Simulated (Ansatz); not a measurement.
YZn (Pm-3m): electronic heat capacity and spin susceptibility from the density of states

Theory: DFT PBEsol, scalar-relativistic, plane waves, PAW (Ansatz 0.2.0).

Settings: cutoff 420 eV, Γ-centred mesh 12×12×12 on the computed 2-atom cell, Gaussian smearing of 0.10 eV; no spin polarisation.

Relaxed cell: Pm-3m, a = 3.521 Å, b = 3.521 Å, c = 3.521 Å, α = 90.00°, β = 90.00°, γ = 90.00°, 2 atoms in the primitive cell. Whether it is the stable form of this composition wasn't checked.

The density of states at the Fermi level is 3.162 states/eV in the cell of 2 atoms (1 formula unit; both spins, tetrahedra on a 18×18×18 mesh). Averaged over bins of 0.1 eV the density runs from 1.4 to 3.0 states/eV within 0.2 eV of the Fermi level, so the figure hangs on the exact place of that level.

Task: What Sommerfeld coefficient and Pauli susceptibility does this give?

Result: Per formula unit N(E_F) = 3.162 states/eV. γ = (π²/3) k_B² N(E_F) N_A = 2.357 mJ/(mol K²) per state/eV, so γ = 7.5 mJ/(mol K²), a mole of formula units. χ_P = μ_B² N(E_F) N_A = 3.23×10⁻⁵ emu/mol per state/eV gives 10.2×10⁻⁵ emu/mol. This is the bare band result: a measured γ of the same phase is as a rule larger by a factor 1 + λ from phonons and spin fluctuations, the spin part of χ is larger by the Stoner factor, and a measured χ also holds orbital and core terms. N(E_F) at one energy is sensitive to the mesh where the density of states has sharp peaks.

Cost: 1 run of about 0.23 core-minutes, on Arm Neoverse V2 (shared hosts).